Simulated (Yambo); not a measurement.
```
KBr
1.0
    0.00000     3.17610     3.17610
    3.17610     0.00000     3.17610
    3.17610     3.17610     0.00000
K Br
1 1
Direct
  0.00000   0.00000   0.00000
  0.50000   0.50000   0.50000
```

KBr (rock salt, space group Fm-3m, No. 225) under isotropic strain of -3 % on all lattice vectors: mean Im ε in 1 eV windows above the direct gap of 7.18 eV, for different electron-hole kernels (Yambo, broadening 0.15 eV, PBEsol (Quantum ESPRESSO, PseudoDojo norm-conserving, 74 Ry, without SOC) bands; 6×6×6 mesh, 3 valence and 7 conduction bands, static screening with 32 bands and a 4 Ry block, scissor 2.59 eV, Tamm-Dancoff; field along x).

```csv
window (eV),independent quasiparticles,BSE
7.2 to 8.2,0.7,3.6
8.2 to 9.2,2.0,1.6
9.2 to 10.2,4.0,3.3
10.2 to 11.2,3.2,3.7
11.2 to 12.2,3.5,1.7
12.2 to 13.2,3.6,0.8
```

This run doesn't resolve bound excitons or single peaks, so only averages are given, and they too depend on the mesh; weight that the attraction moves below the gap isn't listed. All transitions below 14.68 eV are in the band window. The scissor comes from a G0W0 run whose convergence isn't established.

Spin-orbit splittings are left out.

Geometry strained from the cell relaxed with PBEsol, atoms relaxed again.
